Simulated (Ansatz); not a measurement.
# Kick test of a cell of Al₃Ni₂Pd

The cell was found from a structure generator's guess, not taken from experiment.

Computed with Ansatz, DFT PBE, scalar-relativistic, plane waves, PAW. Plane waves to 420 eV, a k mesh through Γ of 12×12×8 on the computed 6-atom cell and Gaussian smearing (0.10 eV); no spin polarisation.

The cell below (6 atoms, space group P-3m1 (No. 164)) is relaxed within its symmetry.

```yaml
crystal:
  lattice:
    - [4.18023, 0.00000, 0.00000]
    - [-2.09012, 3.62019, 0.00000]
    - [0.00000, 0.00000, 5.14899]
  atoms:
    - { symbol: Al, position: [0.33333, 0.66667, 0.18251] }
    - { symbol: Al, position: [0.66667, 0.33333, 0.81749] }
    - { symbol: Al, position: [0.00000, 0.00000, 0.50000] }
    - { symbol: Ni, position: [0.33333, 0.66667, 0.66600] }
    - { symbol: Ni, position: [0.66667, 0.33333, 0.33400] }
    - { symbol: Pd, position: [0.00000, 0.00000, 0.00000] }
```

For the test a repeat of it with 12 atoms (edges 4.18, 5.15, 7.24 Å) was strained at random (σ = 1.5 % a component), the atoms were moved at random (σ = 0.15 Å), and all was relaxed again on a coarse 6×4×4 mesh (in the run’s order of axes) with 0.20 eV smearing, with no symmetry imposed.

Trial moments died out on the coarse mesh, so the last step has no spin; another magnetic start might hold.

Question: Does it come back?

Answer: It returns, within 1 meV/atom of the unmoved cell on that mesh and with the same symmetry when read at 0.1 Å (C2/m at 0.01 Å, so small strains and shifts remain). No instability shows in this cell; modes of other wave vectors, which need another repeat, aren't tested.
